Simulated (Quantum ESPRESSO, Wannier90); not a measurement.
## Tight-binding from DFT: TiRh$_{3}$ (Cu3Au type)

Structure: Materials Project mp-1152, symmetrised, not relaxed again. COD (Crystallography Open Database) has an entry of this formula and space group (matched by these alone). Method: PBEsol plane waves in Quantum ESPRESSO 7.5 (PseudoDojo norm-conserving files, 71 Ry, no spin polarisation, no spin-orbit coupling), Bloch states on a 4×4×4 mesh through Γ, Wannier90 4.0.1. Density: 12×12×12 mesh, cold smearing 0.01 Ry.

On the energy scale of pw.x, whose zero is arbitrary, the Fermi level lies at 20.52 eV.

Input w.win:

```
num_bands = 3
num_wann = 3
exclude_bands = 1-13,17-69
num_iter = 1000
conv_tol = 1.0e-6
conv_window = 4
write_hr = true
write_u_matrices = true
auto_projections = true
begin unit_cell_cart
ang
    3.8259700000    0.0000000000    0.0000000000
    0.0000000000    3.8259700000    0.0000000000
    0.0000000000    0.0000000000    3.8259700000
end unit_cell_cart
begin atoms_frac
Ti   0.0000000000  0.0000000000  0.0000000000
Rh   0.5000000000  0.5000000000  0.0000000000
Rh   0.0000000000  0.5000000000  0.5000000000
Rh   0.5000000000  0.0000000000  0.5000000000
end atoms_frac
mp_grid = 4 4 4
begin kpoints
0.0000000000 0.0000000000 0.0000000000
0.0000000000 0.0000000000 0.2500000000
0.0000000000 0.0000000000 0.5000000000
... (61 more lines: the 4x4x4 mesh through Gamma)
end kpoints
```

Input of pw2wannier90.x that gives the overlap and projection files (equivalent; here they were cut from one run over all bands):

```
&inputpp
  outdir = './out'
  prefix = 'pwscf'
  seedname = 'w'
  write_amn = .true.
  write_mmn = .true.
  atom_proj = .true.
  atom_proj_exclude = 1 5 6 7 8 9 10 11 12 13 14 15 16 17 18 19 20 21 22 23 24 25 26 27 28 29 30 31 32 33 34 35 36 37 38 39 40
/
```

Output w.wout (banner and timings cut):

```
                                    ------
                                    SYSTEM
                                    ------

                              Lattice Vectors (Ang)
                    a_1     3.825970   0.000000   0.000000
                    a_2     0.000000   3.825970   0.000000
                    a_3     0.000000   0.000000   3.825970

                   Unit Cell Volume:      56.00473  (Ang^3)

                        Reciprocal-Space Vectors (Ang^-1)
                    b_1     1.642246   0.000000   0.000000
                    b_2     0.000000   1.642246   0.000000
                    b_3     0.000000   0.000000   1.642246

 *----------------------------------------------------------------------------*
 |   Site       Fractional Coordinate          Cartesian Coordinate (Ang)     |
 +----------------------------------------------------------------------------+
 | ti   1   0.00000   0.00000   0.00000   |    0.00000   0.00000   0.00000    |
 | rh   1   0.50000   0.50000   0.00000   |    1.91298   1.91298   0.00000    |
 | rh   2   0.00000   0.50000   0.50000   |    0.00000   1.91298   1.91298    |
 | rh   3   0.50000   0.00000   0.50000   |    1.91298   0.00000   1.91298    |
 *----------------------------------------------------------------------------*
                                ------------
                                K-POINT GRID
                                ------------

             Grid size =  4 x  4 x  4      Total points =   64

 *---------------------------------- MAIN ------------------------------------*
 |  Number of Wannier Functions               :                 3             |
 |  Number of Objective Wannier Functions     :                 3             |
 |  Number of input Bloch states              :                 3             |
 |  Output verbosity (1=low, 5=high)          :                 1             |
 |  Timing Level (1=low, 5=high)              :                 1             |
 |  Optimisation (0=memory, 3=speed)          :                 3             |
 |  Length Unit                               :               Ang             |
 |  Post-processing setup (write *.nnkp)      :                 F             |
 |  Using Gamma-only branch of algorithms     :                 F             |
 *----------------------------------------------------------------------------*
 *------------------------------- WANNIERISE ---------------------------------*
 |  Total number of iterations                :              1000             |
 |  Number of CG steps before reset           :                 5             |
 |  Trial step length for line search         :             2.000             |
 |  Convergence tolerence                     :         0.100E-05             |
 |  Convergence window                        :                 4             |
 |  Iterations between writing output         :                 1             |
 |  Iterations between backing up to disk     :               100             |
 |  Write r^2_nm to file                      :                 F             |
 |  Write xyz WF centres to file              :                 F             |
 |  Write on-site energies <0n|H|0n> to file  :                 F             |
 |  Use guiding centre to control phases      :                 F             |
 |  Use phases for initial projections        :                 F             |
 *----------------------------------------------------------------------------*
 *-------------------------------- PLOTTING ----------------------------------*
 |  Plotting Hamiltonian in WF basis          :                 T             |
 *----------------------------------------------------------------------------*

 *---------------------------------- K-MESH ----------------------------------*
 +----------------------------------------------------------------------------+
 |                    Distance to Nearest-Neighbour Shells                    |
 |                    ------------------------------------                    |
 |          Shell             Distance (Ang^-1)          Multiplicity         |
 |          -----             -----------------          ------------         |
 |             1                   0.410562                      6            |
 |             2                   0.580622                     12            |
 |             3                   0.711114                      8            |
 |             4                   0.821123                      6            |
 |             5                   0.918044                     24            |
 |             6                   1.005666                     24            |
 |             7                   1.161244                     12            |
 |             8                   1.231685                     30            |
       ... (lines left out)
 +----------------------------------------------------------------------------+
 | The b-vectors are chosen automatically                                     |
 | The following shells are used:                       1                     |
 +----------------------------------------------------------------------------+
 |                        Shell   # Nearest-Neighbours                        |
 |                        -----   --------------------                        |
 |                          1               6                                 |
 +----------------------------------------------------------------------------+
 | Completeness relation is fully satisfied [Eq. (B1), PRB 56, 12847 (1997)]  |
 +----------------------------------------------------------------------------+
 |                  b_k Vectors (Ang^-1) and Weights (Ang^2)                  |
 |                  ----------------------------------------                  |
 |            No.         b_k(x)      b_k(y)      b_k(z)        w_b           |
 |            ---        --------------------------------     --------        |
 |             1         0.000000    0.000000    0.410562     2.966288        |
 |             2         0.000000    0.410562    0.000000     2.966288        |
 |             3         0.410562    0.000000    0.000000     2.966288        |
 |             4         0.000000    0.000000   -0.410562     2.966288        |
 |             5         0.000000   -0.410562    0.000000     2.966288        |
 |             6        -0.410562    0.000000    0.000000     2.966288        |
 +----------------------------------------------------------------------------+
 |                           b_k Directions (Ang^-1)                          |
 |                           -----------------------                          |
 |            No.           x           y           z                         |
 |            ---        --------------------------------                     |
 |             1         0.000000    0.000000    0.410562                     |
 |             2         0.000000    0.410562    0.000000                     |
 |             3         0.410562    0.000000    0.000000                     |
 +----------------------------------------------------------------------------+

 Starting a new Wannier90 calculation ...

 Reading overlaps from w.mmn

 Reading projections from w.amn

 *------------------------------- WANNIERISE ---------------------------------*
 +--------------------------------------------------------------------+<-- CONV
 | Iter  Delta Spread     RMS Gradient      Spread (Ang^2)            |<-- CONV
 +--------------------------------------------------------------------+<-- CONV

 ------------------------------------------------------------------------------
 Initial State
  WF centre and spread    1  (  0.000000,  0.000000, -0.000000 )     0.39886516
  WF centre and spread    2  (  0.000000, -0.000000,  0.000000 )     0.39886516
  WF centre and spread    3  (  0.000000,  0.000000,  0.000000 )     0.39886516
  Sum of centres and spreads (  0.000000,  0.000000, -0.000000 )     1.19659549

      0     0.120E+01     0.0000000000        1.1965954857  <-- CONV
        O_D=      0.0000000 O_OD=      0.0000001 O_TOT=      1.1965955 <-- SPRD
 ------------------------------------------------------------------------------
      1     0.000E+00     0.0000000001        1.1965954857  <-- CONV
        O_D=      0.0000000 O_OD=      0.0000001 O_TOT=      1.1965955 <-- SPRD
      2     0.000E+00     0.0000000001        1.1965954857  <-- CONV
        O_D=      0.0000000 O_OD=      0.0000001 O_TOT=      1.1965955 <-- SPRD
      3     0.000E+00     0.0000000001        1.1965954857  <-- CONV
        O_D=      0.0000000 O_OD=      0.0000001 O_TOT=      1.1965955 <-- SPRD
      4     0.000E+00     0.0000000001        1.1965954857  <-- CONV
        O_D=      0.0000000 O_OD=      0.0000001 O_TOT=      1.1965955 <-- SPRD
             <<<     Delta < 1.000E-06  over  4 iterations     >>>
             <<< Wannierisation convergence criteria satisfied >>>
 Final State
  WF centre and spread    1  (  0.000000,  0.000000, -0.000000 )     0.39886516
  WF centre and spread    2  (  0.000000, -0.000000,  0.000000 )     0.39886516
  WF centre and spread    3  (  0.000000,  0.000000,  0.000000 )     0.39886516
  Sum of centres and spreads (  0.000000,  0.000000, -0.000000 )     1.19659549

         Spreads (Ang^2)       Omega I      =     1.196595431
        ================       Omega D      =     0.000000000
                               Omega OD     =     0.000000054
    Final Spread (Ang^2)       Omega Total  =     1.196595486
```
